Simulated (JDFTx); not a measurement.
System: CuAu(100) (P4/mmm bulk; lattice of mp-522, not re-optimised at this level), 1x1 cell of 7 atoms in 7 planes (Cu outermost, slab composition Cu4Au3), area 10.21 Å² a face, 8.2 Å between the outermost planes in a cell 24.6 Å high; k mesh 8×6×1, Fermi width 0.01 Ha, no spin polarisation. Whether this polymorph is the ambient one wasn't checked.

Profiles through the double layer of this slab, charged, in linear PCM (GLSSA13), water, 2 M KCl; PBE, GBRV ultrasoft potentials, plane waves to 20/100 Ha, JDFTx (a modified build). z is the height above the outermost atoms, φ the plane-averaged electrostatic potential energy of an electron (zero in the bulk liquid), ρ_b the bound charge of solvent and ions, s the cavity shape function (0 in the solid, 1 in the liquid).

```tsv
z (Å)	n (e/Å³)	s	φ (eV)	ρ_b (10⁻³ e/Å³)
0.91	0.0835	0.00	-2.324	-0.47
1.36	0.0200	0.00	-0.744	-8.24
1.82	0.0052	0.15	-0.079	-10.17
2.27	0.0015	0.79	-0.037	0.46
2.73	0.0005	1.00	-0.029	0.47
3.18	0.0001	1.00	-0.024	0.13
3.64	0.0000	1.00	-0.019	0.03
4.09	0.0000	1.00	-0.015	0.00
4.55	0.0000	1.00	-0.013	-0.01
5.01	0.0000	1.00	-0.010	-0.01
5.46	0.0000	1.00	-0.008	-0.01
5.92	0.0000	1.00	-0.007	-0.01
6.37	0.0000	1.00	-0.005	-0.01
6.83	0.0000	1.00	-0.004	-0.01
7.28	0.0000	1.00	-0.004	0.00
7.74	0.0000	1.00	-0.003	0.00
```

**Question.** Is the electrode positively or negatively charged, and roughly by how much?

**Answer.** Positively: σ = 13.1 μC/cm² per face. The liquid's bound charge is of the opposite sign overall, and far from the surface φ decays with the screening length (2.1 Å).
